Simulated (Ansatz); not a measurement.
### Question
Each is relaxed and computed with DFT-r²SCAN in the program Ansatz with PAW potentials. Which is the only metal?
(A) SiO2, Pbcn (Si on 4c, O on 8d)
(B) LaSi2Ru2, I4/mmm (La on 2a, Si on 4e, Ru on 4d)
(C) SiC, P6_422 (Si on 3c, C on 3d)
(D) Rb2NiF4, I4/mmm (Rb on 4e, Ni on 2a, F on 4c, F on 4e)

### Answer
B, LaSi2Ru2, I4/mmm (La on 2a, Si on 4e, Ru on 4d). LaSi2Ru2: metal; SiO2: gap 6.75 eV (direct); SiC: gap 1.18 eV (indirect); Rb2NiF4: gap 3.29 eV. Spin orders computed, not proven ground states: Rb2NiF4, I4/mmm (Rb on 4e, Ni on 2a, F on 4c, F on 4e) antiferromagnetic. Typed or built starts, not in the databases checked: SiC, P6_422 (Si on 3c, C on 3d). Not the usual ambient phase: SiO2, Pbcn (Si on 4c, O on 8d); SiC, P6_422 (Si on 3c, C on 3d). Standing as an ambient phase not checked: LaSi2Ru2, I4/mmm (La on 2a, Si on 4e, Ru on 4d); Rb2NiF4, I4/mmm (Rb on 4e, Ni on 2a, F on 4c, F on 4e). All cells were relaxed under the symmetry of their starts (and spin orders); stability against distortions was not tested throughout. Cells of antiferromagnets are given as chemical subcells. Rows with no word on spin ran without spin polarisation. No Hubbard U is applied. Scalar-relativistic: spin–orbit coupling is off unless named, which matters more the heavier the elements.

Potentials: the later of the program's two PAW sets.
